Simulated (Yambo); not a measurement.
A G0W0@PBEsol run in Yambo for Cs$_{2}$PtH$_{6}$ (space group Fm-3m, No. 225) (2×2×2 Γ-centred k mesh, bands 5 to 322 and a 8 Ry block in the screening, 322 bands in G with the Bruneval-Gonze terminator, plasmon pole fitted at 27.2 eV) gives these matrix elements, in eV, at the band edges (X → X):

| state | E0 | <Vxc> | <Σx> | <Σc(E0)> | Z |
|---|---|---|---|---|---|
| valence edge | 0.000 | -11.654 | -15.001 | 1.434 | 0.820 |
| conduction edge | 3.841 | -8.798 | -5.485 | -2.551 | 0.859 |

Task: Solve the linearised quasiparticle equation for both states, give the gap, and say how exchange and correlation each act on it.

Result: E = E0 + Z(Σx + Σc − Vxc). Valence: 0.000 + 0.820 × (-15.001 + (1.434) − (-11.654)) = -1.57 eV. Conduction: 3.841 + 0.859 × (-5.485 + (-2.551) − (-8.798)) = 4.50 eV. The gap is 6.06 eV, against 3.84 eV in PBEsol. Replacing Vxc by bare exchange alone would open it by 6.66 eV; correlation takes back 3.98 eV of that, and Z scales what is left. Nearest settings tried, and what they do to the gap: 200 bands in G: -4 meV; 139 bands in W: -77 meV; 3 Ry block (137 vectors against 531): -214 meV. Not varied: mesh. So the settings aren't converged at that level. The k mesh is coarse. Spin-orbit coupling is left out, which matters for elements this heavy: edges can move by tenths of an eV.

Geometry of the Materials Project entry, not relaxed at this level; primitive cell a = b = c = 6.344 Å, α = β = γ = 60.00°.

The structure is a Materials Project entry; no match was found in the copy of COD used, and its stability was not checked.
